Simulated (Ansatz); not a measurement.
Polymorphs of CaTiO$_{3}$, each relaxed with DFT-PBEsol in the program Ansatz with PAW potentials:

A: R3c
a = b = 5.3993 Å, c = 13.3270 Å, α = β = 90.00°, γ = 120.00°

```json
[
 {"atom": "Ca", "site": "6a", "symmetry": "3.", "x": "0.0000", "y": "0.0000", "z": "0.2761"},
 {"atom": "Ti", "site": "6a", "symmetry": "3.", "x": "0.0000", "y": "0.0000", "z": "0.0162"},
 {"atom": "O", "site": "18b", "symmetry": "1", "x": "0.0970", "y": "0.3374", "z": "0.0860"}
]
```

B: cubic perovskite (Pm-3m)
a = 3.8408 Å, b = 3.8408 Å, c = 3.8408 Å, α = 90.00°, β = 90.00°, γ = 90.00°

```tsv
atom	site	symmetry	x	y	z
Ca	1b	m-3m	0.5000	0.5000	0.5000
Ti	1a	m-3m	0.0000	0.0000	0.0000
O	3d	4/mm.m	0.0000	0.0000	0.5000
```

### Question
Put the candidates in order of energy per atom at 0 K, lowest first, for PBEsol.

### Answer
A (+0 meV/atom), B (+60 meV/atom)

### Question
Give each one's gap.

### Answer
A 2.85 eV; B 1.89 eV.

Typed or built starts, not in the databases checked: A. Standing as an ambient phase not checked: B. Began spin-polarised and lost the moments: A. All cells were relaxed under the symmetry of their starts (and spin orders); stability against distortions was not tested throughout. Rows with no word on spin ran without spin polarisation.

Energies hold the estimated change up to a 700 eV cutoff; steps of a few meV lie near the error of the meshes.

Potentials: the later of the program's two PAW sets.
